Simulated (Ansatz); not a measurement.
Task: PtW (L1₀ or tetragonal B2, P4/mmm) is relaxed with the program Ansatz at the PBE level (PAW). What lattice parameters of the conventional cell result?

Result: a = 2.743 Å, c = 4.143 Å.

The start of the workflow was typed in or built on a structure type; neither database checked (COD, Materials Project) lists it. Whether it is the stable phase at ambient conditions was not checked. The cell was relaxed with PBE under the symmetry of its start; whether a distortion lowers the energy is not shown. The run is not spin-polarised. Axis ratios of metals converge slowly with the k-mesh, so a and c are less sure than the volume. Spin–orbit coupling is left out wherever it is not named.

Potentials: the earlier of the program's two PAW sets.
